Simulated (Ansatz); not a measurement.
Ir (hcp (Mg type), P6_3/mmc) under volume change, PBEsol (plane waves, PAW; program Ansatz), shape and atoms relaxed at each volume.

| V (Å³/atom) | E − E(relaxed) (meV/atom) | P (GPa) |
|---|---|---|
| 12.841 | 165.2 | 45.77 |
| 13.264 | 68.8 | 27.71 |
| 13.688 | 16.2 | 12.61 |
| 14.111 | 0.0 | 0.01 |
| 14.534 | 14.3 | -10.50 |
| 14.958 | 53.9 | -19.25 |
| 15.381 | 114.7 | -26.49 |

### Question
What does a third-order Birch–Murnaghan fit give for V₀, B₀ and B′?

### Answer
V₀ = 14.11 Å³/atom, B₀ = 382 GPa, B′ = 5.0.

The first step of the workflow began from a Materials Project structure, measured or hypothetical; the Crystallography Open Database copy checked does not list it. It is not the phase usual at ambient conditions (space group No. 225). The PBEsol relaxation kept the symmetry of its start; of distortions, only those at the zone centre were tested. No spin polarisation was allowed. Scalar-relativistic: spin–orbit coupling is off unless named, which matters more the heavier the elements.

Potentials: the later of the program's two PAW sets.
